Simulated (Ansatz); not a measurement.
AlAu (CsCl type, Pm-3m) at seven volumes, r²SCAN (plane waves, PAW; program Ansatz), scaled uniformly. One row is withheld.

```json
[
 {"V (Å³/atom)": "14.649", "P (GPa)": "16.24"},
 {"V (Å³/atom)": "15.132", "P (GPa)": "9.72"},
 {"V (Å³/atom)": "15.615", "P (GPa)": "4.36"},
 {"V (Å³/atom)": "16.098", "P (GPa)": "0.00"},
 {"V (Å³/atom)": "16.581", "P (GPa)": "-3.58"},
 {"V (Å³/atom)": "17.063", "P (GPa)": "-6.50"},
 {"V (Å³/atom)": "17.546", "P (GPa)": "?"}
]
```

Q: Fit the shown pressures and predict the withheld one.

A: P = (3/2)B₀(x^(7/2) − x^(5/2))[1 + (3/4)(B′ − 4)(x − 1)] with x = (V₀/V)^(2/3). Least squares on the six rows gives V₀ = 16.097 Å³/atom, B₀ = 132 GPa, B′ = 5.70. At V = 17.546, x = 0.9442 and P = -8.90 GPa. The run itself gave -8.84 GPa.

The workflow started from a Materials Project entry (that database holds measured and hypothetical structures alike); the Crystallography Open Database copy checked does not list it. With Al and Au taken as one species the cell has the higher symmetry Im-3m, so it may be an ordered model of a mixed-site phase. Whether it is the stable phase at ambient conditions was not checked. The cell was relaxed with r²SCAN under the symmetry of its start. At this level the phase is mechanically unstable. Spin–orbit coupling is left out wherever it is not named.

Potentials: the later of the program's two PAW sets.
